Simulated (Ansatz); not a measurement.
LiPt₂:
```yaml
crystal:
  lattice:
    - [0.00000, 3.68980, 3.68980]
    - [3.68980, 0.00000, 3.68980]
    - [3.68980, 3.68980, 0.00000]
  atoms:
    - { symbol: Li, position: [0.50000, 0.50000, 0.50000] }
    - { symbol: Li, position: [0.75000, 0.75000, 0.75000] }
    - { symbol: Pt, position: [0.12500, 0.12500, 0.12500] }
    - { symbol: Pt, position: [0.62500, 0.12500, 0.12500] }
    - { symbol: Pt, position: [0.12500, 0.12500, 0.62500] }
    - { symbol: Pt, position: [0.12500, 0.62500, 0.12500] }
```

Relaxed with r²SCAN.

Give the Bader charges and basin volumes of the independent atoms, plane-wave PAW r²SCAN (Ansatz code).



```
atom  Bader charge (e)  Bader volume (Å³)
----  ----------------  -----------------
Li1              +0.90                3.9
Pt3              -0.45               23.2
```

Space group Fd-3m (cubic Laves (MgCu2 type)). The workflow started from an entry of the Crystallography Open Database (COD). Whether it is the stable phase at ambient conditions was not checked. The cell was relaxed with r²SCAN under the symmetry of its start; its stability against distortions is not shown here. No spin polarisation was allowed. Scalar-relativistic: spin–orbit coupling is off unless named, which matters more the heavier the elements.

Potentials: the later of the program's two PAW sets.
